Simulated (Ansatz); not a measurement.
**Ir, bcc: geometry optimisation**

Method: DFT, r2SCAN, plane waves (500 eV) with PAW, scalar-relativistic in Ansatz. The PAW files were generated under PBE, with cores re-solved for the functional.

k-point mesh 14×14×14, Fermi-Dirac smearing 0.05 eV, starting moments 1.00 μB. Cell and atoms relax.

Starting structure:

```yaml
crystal:
  lattice:
    - [-1.5236668997, 1.5236668997, 1.5236668997]
    - [1.5236668997, -1.5236668997, 1.5236668997]
    - [1.5236668997, 1.5236668997, -1.5236668997]
  atoms:
    - { symbol: Ir, position: [0.0, 0.0, 0.0], spin: 1.0 }
hamiltonian:
  xc: r2scan
  pseudopotentials:
    kind: paw
    azcp:
      Ir: "pseudopotentials/Ir.paw.azcp"
basis:
  ecutwfc: 500
  fft_grid_basis: typed
kpoints:
  mp_grid: { grid: [14, 14, 14], shift: [0, 0, 0] }
magnetization:
  spin_polarized: true
scf:
  occupations: { method: fermi_dirac, width: 0.05 }
relax:
  max_steps: 60
  f_tol: 0.01
  cell: {}
```

Q: What cell does the relaxation end in?

A: Im-3m (spin ignored) with a = 3.093 Å; 14.80 Å³ per atom against 14.15 at the start (4.6 %).

Q: How much energy does the relaxation gain?

A: 31.5 meV per atom.

Q: Which magnetic state does it end in?

A: ferromagnetic, net 0.69 μB per atom; moments 0.68 μB.
